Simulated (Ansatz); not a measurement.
A plane-wave DFT run in Ansatz 0.2.0 (scalar-relativistic PAW potentials unless the input names others): input and command.

```yaml
crystal:
  lattice:
    - [0.0, 2.1645640355, 2.1645640355]
    - [2.1645640355, 0.0, 2.1645640355]
    - [2.1645640355, 2.1645640355, 0.0]
  atoms:
    - { symbol: Si, position: [0.0, 0.0, 0.0] }
    - { symbol: C, position: [0.75, 0.75, 0.75] }
basis:
  ecutwfc: 420
  ecutrho_ratio: 1
kpoints:
  mp_grid: { grid: [12, 12, 12] }
hamiltonian:
  xc: lda
scf:
  occupations: { method: gaussian, width: 0.02 }
  max_iter: 100
output:
  forces: true
  eigenvalues: true
  stress: true
```

```bash
ansatz run input.yaml --threads 1 --pin off --max-ram 3072MiB --backend cpu --events-out ev --progress --plain --runs-dir out
```

Abridged log:
```
Basis set: ecut = 420 eV, 411 PW (Γ)
Bands: 8, of which v1, the nominal top of the filled ones, is band 4 counted from 1 (3 counted from 0)
Symmetry: 24 space group operations
k-points: 72 of 1728 (time reversal used)
SCF iter   1: F=—  HF=-852.169368 eV  |F-HF|=—  |Δ(HF+E_count)|=         —  Δρ=7.80e-3  dr2=1.31e-2  ethr=1.77e-3  ⟨swp⟩=6.1  Hψ=4884  notcnv=0
SCF iter   2: F=—  HF=-852.165792 eV  |F-HF|=—  |Δ(HF+E_count)|=   3.58e-3  Δρ=3.44e-3  dr2=1.19e-3  ethr=1.63e-4  ⟨swp⟩=2.3  Hψ=1501  notcnv=0
SCF iter   3: F=—  HF=-852.165472 eV  |F-HF|=—  |Δ(HF+E_count)|=   3.20e-4  Δρ=1.44e-3  dr2=1.64e-4  ethr=1.49e-5  ⟨swp⟩=2.4  Hψ=1062  notcnv=0
SCF iter   4: F=—  HF=-852.165434 eV  |F-HF|=—  |Δ(HF+E_count)|=   3.83e-5  Δρ=2.09e-4  dr2=3.80e-6  ethr=2.05e-6  ⟨swp⟩=1.0  Hψ=576  notcnv=0
SCF iter   5: F=—  HF=-852.165435 eV  |F-HF|=—  |Δ(HF+E_count)|=   1.51e-6  Δρ=8.49e-6  dr2=5.68e-9  ethr=4.74e-8  ⟨swp⟩=1.8  Hψ=764  notcnv=0
SCF iter   6: F=-852.165435 eV  HF=-852.165435 eV  |F-HF|=5.48e-11  |Δ(HF+E_count)|=   3.56e-9  Δρ=1.40e-6  dr2=1.45e-10  ethr=7.10e-11  ⟨swp⟩=1.6  Hψ=1794  notcnv=0
SCF 1 converged in 6 iterations: F = -852.165435 eV  dr2 = 1.45e-10
SCF converged after 6 iterations
Free energy (F): -852.165435 eV
Harris-Foulkes:  -852.165435 eV  (|F-HF|=5.48e-11)
Internal energy: -852.165435 eV  (E = F + TS)
E sigma→0 (E₀):  -852.165435 eV
Fermi energy:    10.148610 eV
--- Forces (eV/Å), atoms counted from 1 ---
  atom   1  Si     0.00000000     0.00000000     0.00000000
  atom   2  C      0.00000000     0.00000000     0.00000000
--- Stress (GPa, compression-positive) ---
       -1.585667       0.000000       0.000000
        0.000000      -1.585667       0.000000
        0.000000       0.000000      -1.585667
  P = ⅓ Tr σ = -1.5857 GPa (-15.857 kbar)
```

Q: What should be changed?

A: The fault is a density cutoff too low for products of the waves, which reach up to 4 times the waves' cutoff (basis.ecutrho_ratio: not typed → 1, the first being the value of the sound run). Setting it back cures it. The log, from which this was withheld above, says: «Warning: basis.ecutrho_ratio = 1 (ecutrho = 420 eV) is below the records' recommended 1680 eV» «settings of this run that can trade accuracy for cost: basis.ecutrho_ratio < 4. Do not mix this run's numbers with those of runs without the same settings; the input reference describes each key» The run converged all the same, with an energy at zero smearing 17.65 meV/atom above the reference's, pressure -1.59 GPa, largest force 0.000 eV/Å, gap on the mesh 1.30 eV, so convergence alone doesn't show that an input is right. A reference run on usual settings, whose relaxation ended at this geometry, converged, and the end of its own relaxation has pressure -0.02 GPa, largest force 0.000 eV/Å, gap on the mesh 1.30 eV.

Time: 3.3 s on 1 thread of Intel(R) Xeon(R) Processor @ 2.50GHz (Skylake/Cascade Lake), with other jobs on the host, peak memory 0.28 GiB.